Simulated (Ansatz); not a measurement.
## Ba₅Hf₂N₆, one structure, two calculations

Cell: a Materials Project structure (computed, not necessarily an observed phase).

Space group C2/c (No. 15); a = 11.2666, b = 7.4759, c = 14.9641 Å, β = 96.36°.

```
site  Wyckoff  site symmetry       x       y       z
 Ba1       8f              1  0.5392  0.2303  0.9790
 Ba5       8f              1  0.1548  0.9510  0.7059
 Ba9       4e              2  0.5000  0.9081  0.7500
  Hf       8f              1  0.7756  0.1278  0.5772
 N15       8f              1  0.9396  0.0208  0.6207
 N19       8f              1  0.6454  0.0999  0.6621
 N23       8f              1  0.3009  0.9016  0.5562
```

One atom of each set is listed; the run and its k-mesh use a cell of 26 atoms with edges of 6.76, 6.76, 14.96 Å.

First run. Method: Kohn–Sham DFT in Ansatz, PBE, plane waves and PAW, scalar-relativistic, 420 eV cutoff, Γ-centred 5×5×2 k-points, Fermi–Dirac smearing 0.02 eV.

```
site  V_zz (10²¹ V/m²)     η
 Ba1              8.22  0.36
 Ba5             16.51  0.44
 Ba9              9.95  0.84
  Hf              32.5  0.58
 N15             -3.91  0.46
 N19             -3.23  0.59
 N23              1.71  0.40
```

Second run. The same atoms and settings, except that the functional is r2SCAN and the cutoff is 500 eV.

Task: Given the first result, estimate the second.

Result: 

```csv
site,V_zz,η,change of V_zz
Ba1,8.65,0.36,+0.43
Ba5,16.99,0.44,+0.48
Ba9,10.32,0.85,+0.37
Hf,32.4,0.60,-0.10
N15,-4.06,0.49,-0.15
N19,-3.35,0.62,-0.12
N23,1.76,0.44,+0.05
```

The largest change of V_zz is on Ba5, from 16.51 to 16.99. In per cent, |V_zz| changes by +3 to +5 on Ba, 0 on Hf, +3 to +4 on N (all sites that start above 0.5).

Without spin–orbit coupling the gradients at and beside Hf can be off by some per cent, at some sites by more.
